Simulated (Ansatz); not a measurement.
A distorted cell of GaIr (CsCl type):

```
GaIr
1.0
    5.99681     0.00000     0.00000
    2.99840     2.99840     0.00000
    0.00000     0.00000     2.99840
Ga Ir
2 2
Direct
  0.00000   0.00000   0.95998
  0.50000   0.00000   0.04002
  0.00000   0.50000   0.50000
  0.50000   0.50000   0.50000
```

Computed with LDA (plane waves to 420 eV, PAW, scalar-relativistic; Ansatz, a first-principles code). k mesh 15×15×15 (Γ-centred), Fermi-Dirac smearing 0.05 eV. Stress and pressure are positive under compression. With partly filled bands, energies and forces of such displacements shift with the k mesh and the smearing. GaIr is run without spin polarisation. GaIr was relaxed with its symmetry unable to fall. Spin-orbit coupling is left out, though Ir is heavy.

### Question
What forces act on the atoms (eV/Å, Cartesian)?

### Answer
```csv
atom,Fx,Fy,Fz
Ga1,0.000,0.000,0.715
Ga2,0.000,0.000,-0.715
Ir3,0.000,0.000,0.000
Ir4,0.000,0.000,0.000
```

### Question
Give the stress tensor in GPa and the pressure.

### Answer
```
    1.6      0.0      0.0
    0.0      1.6      0.0
    0.0      0.0      0.8
```
The pressure, a third of the trace, is 1.4 GPa.

(For displaced atoms, the force is minus the slope of the energy, and its curvature is a force constant, which sets phonon frequencies.)
